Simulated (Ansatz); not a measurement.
Level of theory: DFT PBE, scalar-relativistic, plane waves, PAW in Ansatz 0.2.0. Settings: cutoff 420 eV, Γ-centred meshes spaced at most about 0.3 Å⁻¹, and about 0.25 Å⁻¹ or finer for metals (2π included), Gaussian smearing. Collinear spin in cells that started with moments and kept them past the coarse steps, no spin elsewhere.

Each of these unrelaxed guesses is relaxed in cell and atoms within its symmetry. A guess keeps its type if space group and coordination stay and the shape of the cell changes little (axis ratios within about 15 %, angles within 6°); the volume may change.

1. FeRuC4N4 (collinear spin from parallel moments)

```
Fe Ru C N
1.0
     5.88089    0.00000    0.00000
     0.00000    5.88089    0.00000
     0.00000    0.00000    5.88089
Fe Ru C N
1 1 4 4
Cartesian
  0.0000 0.0000 0.0000
  2.9404 2.9404 2.9404
  1.1189 1.1189 1.1189
  1.1189 4.7620 4.7620
  4.7620 1.1189 4.7620
  4.7620 4.7620 1.1189
  1.7944 1.7944 1.7944
  1.7944 4.0865 4.0865
  4.0865 1.7944 4.0865
  4.0865 4.0865 1.7944
```

2. Ge3Pd

```
Ge Pd
1.0
     3.73851    0.00000    0.00000
    -1.86926    3.23765    0.00000
     0.00000    0.00000    6.20256
Ge Pd
3 1
Cartesian
  1.1049 0.0000 3.1013
  -0.5524 0.9568 3.1013
  1.3168 2.2808 3.1013
  0.0000 0.0000 0.0000
```

3. Ge3Pd

```
Ge Pd
1.0
     3.58241    0.00000    0.00000
     0.00000    3.58241    0.00000
     0.00000    0.00000    5.60184
Ge Pd
3 1
Cartesian
  0.0000 0.0000 2.8009
  1.7912 1.7912 0.0000
  1.7912 1.7912 2.8009
  0.0000 0.0000 0.0000
```

**Question.** Which guesses survive the relaxation?

**Answer.** Guesses 1 and 3 keep their type.

```json
{"guess": "1", "kept": "yes", "start group": "P-43m", "end group": "P-43m", "V start (Å³/atom)": "20.3", "V end": "19.1", "b/a and c/a, end over start": "1.00, 1.00", "nearest neighbours start": "C 1, Fe 4, N 1, Ru 4", "nearest neighbours end": "C 1, Fe 4, N 1, Ru 4"}
{"guess": "2", "kept": "no", "start group": "P-62m", "end group": "P-62m", "V start (Å³/atom)": "18.8", "V end": "18.7", "b/a and c/a, end over start": "1.00, 0.31", "nearest neighbours start": "Ge 2, Pd 12", "nearest neighbours end": "Ge 8, Pd 8"}
{"guess": "3", "kept": "yes", "start group": "P4/mmm", "end group": "P4/mmm", "V start (Å³/atom)": "18.0", "V end": "18.5", "b/a and c/a, end over start": "1.00, 0.90", "nearest neighbours start": "Ge 6, Pd 6", "nearest neighbours end": "Ge 6, Pd 6"}
```

Neighbours count within 15 % of an atom's shortest distance; end groups are read at 0.02 Å (0.05 Å in metals).

Another magnetic order may lie lower. Cells relaxed within their symmetry can be saddle points.
